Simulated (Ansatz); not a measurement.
LaBPd$_{3}$:
```yaml
crystal:
  lattice:
    - [4.34787, 0.00000, 0.00000]
    - [0.00000, 4.34787, 0.00000]
    - [0.00000, 0.00000, 4.34787]
  atoms:
    - { symbol: B, position: [0.50000, 0.50000, 0.50000] }
    - { symbol: Pd, position: [0.00000, 0.50000, 0.50000] }
    - { symbol: Pd, position: [0.50000, 0.00000, 0.50000] }
    - { symbol: Pd, position: [0.50000, 0.50000, 0.00000] }
    - { symbol: La, position: [0.00000, 0.00000, 0.00000] }
```

Relaxed with PBEsol. Special points in fractions of this cell's reciprocal vectors: Γ (0.000, 0.000, 0.000); X (0.000, 0.500, 0.000); M (0.500, 0.500, 0.000); R (0.500, 0.500, 0.500).

### Question
List the band energies nearest the Fermi level at these points for PBEsol with spin–orbit coupling (plane waves, PAW; program Ansatz).

### Answer
In eV from the Fermi level; about four levels below and three above (degenerate sets whole), none deeper than 8.9 eV; points with the same levels are listed once.

```json
[
 {"k": "Γ", "below": "-1.42 -1.42 -1.42 -1.42 -1.31 -1.31", "above": "1.79 1.79 1.79 1.79"},
 {"k": "X", "below": "-2.44 -2.44 -1.72 -1.72", "above": "0.17 0.17 0.21 0.21"},
 {"k": "M", "below": "-0.38 -0.38 -0.13 -0.13", "above": "1.84 1.84 1.86 1.86"},
 {"k": "R", "below": "-1.85 -1.85 -1.85 -1.85", "above": "0.06 0.06 0.15 0.15 0.15 0.15"}
]
```

Space group Pm-3m (cubic perovskite). The workflow started from an entry of the Crystallography Open Database (COD). Its standing as an ambient phase is unchecked. Symmetry was held in the PBEsol relaxation. At this level the phase is dynamically unstable (imaginary phonons). The run is not spin-polarised.

Potentials: the later of the program's two PAW sets.
